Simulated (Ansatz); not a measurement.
## ZnO from a semilocal functional to hybrids

```
CELL_PARAMETERS angstrom
3.24198 0.00000 0.00000
-1.62099 2.80764 0.00000
0.00000 0.00000 5.22764
ATOMIC_POSITIONS crystal
Zn 0.33333 0.66667 0.00145
Zn 0.66667 0.33333 0.50145
O 0.33333 0.66667 0.38065
O 0.66667 0.33333 0.88065
```

All runs: Ansatz, plane waves and PAW, scalar-relativistic (no spin–orbit coupling), 4×4×4 k-mesh, Gaussian smearing of 0.05 eV, no spin polarisation. Semilocal reference PBE: gap 0.79 eV, pressure 5.0 GPa. The hybrids carry no U.

(1) Order these functionals by the gap that they give, smallest first.
A. PBE0-type hybrid with an exact-exchange fraction of 0.5
B. PBE0-type hybrid with an exact-exchange fraction of 0.4
C. HSE06-type hybrid with an exact-exchange fraction of 0.5
D. HSE06-type hybrid with an exact-exchange fraction of 0.2
E. PBE0-type hybrid with an exact-exchange fraction taken as 1/ε∞
F. HSE06-type hybrid with an exact-exchange fraction of 0.15 and a screening parameter of 0.3 Å⁻¹
G. HISS
H. HSE06-type hybrid with a screening parameter of 0.1 Å⁻¹

(2) What are the full results?

Results:

(1) F (1.68 eV), D (2.17 eV), E (2.69 eV), H (2.87 eV), G (3.43 eV), C (4.38 eV), B (4.77 eV), A (5.81 eV).

(2) 
```
                                                                                    functional      gap  pressure (GPa)  cutoff (eV)  core-seconds
HSE06-type hybrid with an exact-exchange fraction of 0.15 and a screening parameter of 0.3 Å⁻¹  1.68 eV             2.4          420            27
                                      HSE06-type hybrid with an exact-exchange fraction of 0.2  2.17 eV             1.4          420            27
                                PBE0-type hybrid with an exact-exchange fraction taken as 1/ε∞  2.69 eV             1.3          420           100
                                       HSE06-type hybrid with a screening parameter of 0.1 Å⁻¹  2.87 eV             0.5          420            27
                                                                                          HISS  3.43 eV            -2.4          420            40
                                      HSE06-type hybrid with an exact-exchange fraction of 0.5  4.38 eV            -3.1          420            35
                                       PBE0-type hybrid with an exact-exchange fraction of 0.4  4.77 eV            -2.1          420            31
                                       PBE0-type hybrid with an exact-exchange fraction of 0.5  5.81 eV            -3.6          420            33
```

In the PBE0 form the gap grows almost linearly with the exact-exchange fraction, by 1.00 eV for each tenth. The dielectric-dependent PBE0 form takes the fraction 0.196 = 1/ε∞, that is ε∞ = 5.1. On shared hosts the hybrid runs at the reference's cutoff took roughly 15 to 59 times the core time of the semilocal one on the same mesh, with some more bands. Measured gap: 3.38 eV (an exciton energy, a little under the gap; 6 K; “Low temperature photoluminescence study of polycrystalline ZnO”, 2012, arxiv:1202.6248); 3.37 eV (direct; 300 K; a printed reference work (textbook)).

Caveats: core times come from shared hosts and scatter; gaps are read on a coarse mesh; stress loosely converged.
